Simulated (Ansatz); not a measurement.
BP (zinc blende)

```
BP
1.0
    0.00000     4.53657     4.53657
    2.26828     2.26828     4.53657
    2.26828     2.26828     0.00000
P B
2 2
Direct
  0.00000   0.75000   0.75000
  0.50000   0.75000   0.75000
  0.00000   0.00000   0.00000
  0.50000   0.00000   0.00000
```

A phonon eigenvector at X = (0.5, 0.5, 0.0) is frozen into this cell: atom i moves by Q times the vector below, so Q is the largest atomic displacement, in Å. The cell is held. It is one choice among 2 degenerate patterns. (q is in reciprocal vectors of the primitive cell; the cell shown is doubled to hold the pattern.)

```tsv
atom	x	y	z
P1	0.277	0.000	0.000
P2	-0.277	0.000	0.000
B3	0.000	-1.000	0.000
B4	0.000	1.000	0.000
```

Calculation: r2SCAN (plane waves to 500 eV, PAW, scalar-relativistic; Ansatz, a program for electronic structure). k mesh 12×12×12 (Γ-centred), Fermi-Dirac smearing 0.05 eV. E stands for the smeared free energy. BP was relaxed with its symmetry unable to fall. ΔE is measured from the undisplaced structure.

```tsv
Q (Å)	ΔE (meV/cell)
-0.180	799
-0.150	555
-0.120	withheld
-0.090	200
-0.060	89
-0.030	22
0.000	0
0.030	22
0.060	89
0.090	200
0.120	withheld
0.150	555
0.180	799
```

**Question.** Fit an even polynomial form (powers 2, 4) to the given rows and predict ΔE at Q = 0.120.

**Answer.** Least squares on the 11 given rows: ΔE = (24690)·Q² + (-1043)·Q⁴, in meV/cell with Q in Å; root-mean-square residual 0.1 meV/cell. At 0.120 the fit gives 355 meV/cell; the calculation gives 355 meV/cell, the same to the digits shown. The quadratic term alone would give 356 meV/cell.

(For displaced atoms, the force is minus the slope of the energy, and its curvature is a force constant, which sets phonon frequencies.)
